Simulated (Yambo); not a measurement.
KCdF$_{3}$ (cubic perovskite, space group Pm-3m, No. 221), G0W0@PBEsol in Yambo with this input:

```
rim_cut
gw0
dyson
el_el_corr
HF_and_locXC
ppa
em1d
RandQpts= 1000000
RandGvec= 1 Ry
EXXRLvcs= 102 Ry
VXCRLvcs= 408 Ry
Chimod= "HARTREE"
% BndsRnXp
 9 | 260 |
%
NGsBlkXp= 7 Ry
% LongDrXp
 1.0 | 1.0 | 1.0 |
%
PPAPntXp= 27.2114 eV
% GbndRnge
 1 | 260 |
%
GTermKind= "BG"
DysSolver= "n"
ExtendOut
```

On a 2×2×2 mesh, with wavefunctions cut at 102 Ry, the gap (R → Γ) is 6.211 eV and the valence edge shifts by -1.863 eV.

**Question.** What happens with this change: no terminator?

**Answer.** The gap falls by 0.191 eV, to 6.020 eV; the shift of the valence edge becomes -1.568 eV. Neither run is shown to be the converged limit.

Spin-orbit coupling is included.

Geometry of the Materials Project entry, not relaxed at this level; primitive cell a = 4.382 Å, b = 4.382 Å, c = 4.382 Å, α = 90.00°, β = 90.00°, γ = 90.00°.

The structure is a Materials Project entry; no match was found in the copy of COD used, and its stability was not checked.

A shift is the quasiparticle energy of the state minus its PBEsol energy.
